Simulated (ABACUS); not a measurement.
**Convergence test for Hf (P6_3/mmc, 2 atoms in the cell; from Materials Project mp-103)**

```cif
data_Hf2
_chemical_formula_sum 'Hf2'
_space_group_name_H-M_alt 'P63/mmc'
_space_group_IT_number 194
_space_group_name_Hall '-P 6c 2c'
_cell_length_a 3.19238
_cell_length_b 3.19238
_cell_length_c 5.04504
_cell_angle_alpha 90.000
_cell_angle_beta 90.000
_cell_angle_gamma 120.000
loop_
_atom_site_label
_atom_site_type_symbol
_atom_site_symmetry_multiplicity
_atom_site_Wyckoff_symbol
_atom_site_fract_x
_atom_site_fract_y
_atom_site_fract_z
_atom_site_occupancy
Hf1 Hf 2 c 0.33333 0.66667 0.25000 1
```

Computed with ABACUS 3.10.1 with PBEsol, numerical atomic orbitals DZP (confined pseudo-atomic orbitals; energy shift 0.01 Ry), PseudoDojo 0.4 standard norm-conserving PBEsol (tails mended) pseudopotentials.

The atom-centred basis is finite, which shifts total energies and pressures against plane waves. The structure comes from a collection of computed structures, made at another level of theory; the collection holds predicted forms beside known ones.

Held fixed: basis = DZP numerical atomic orbitals, energy shift 0.01 Ry; KPT = Gamma 12 12 7 0 0 0; basis_type = lcao; ecutwfc = 100 Ry; smearing_method = fd; smearing_sigma = 0.00734986 Ry; potentials = PseudoDojo 0.4 standard norm-conserving PBEsol (tails mended); symmetry = 1; symmetry_prec = 1e-05; ks_solver = scalapack_gvx; scf_nmax = 100; scf_thr = 1.0e-06; mixing_type = broyden.

ΔF is the free energy per atom less that of the last row (28).

The series runs over nbands = 13; 14; 16; 20; 28.

Question: From which setting on does the energy stay within 0.5 meV/atom of the last one?

Answer: From nbands = 14 on; the one before it is off by 6.0 meV/atom.

Question: From which setting on does the pressure stay within 0.2 GPa of the last one?

Answer: From nbands = 14 on; the one before it is off by 0.24 GPa. The value it settles on is -6.1 GPa at this level of theory and with the other settings as held.

```csv
nbands,ΔF (meV/atom),pressure (GPa),bands
13,6.0,-6.34,13
14,0.00,-6.10,14
16,0.00,-6.10,16
20,0.00,-6.10,20
28,0.00,-6.10,28
```

The atomic orbitals were generated for these runs; they are not ABACUS's published sets and were checked against plane waves on a few crystals only.

“Tails mended”: in these copies of the files the far tail of each local potential was reset to the Coulomb form.
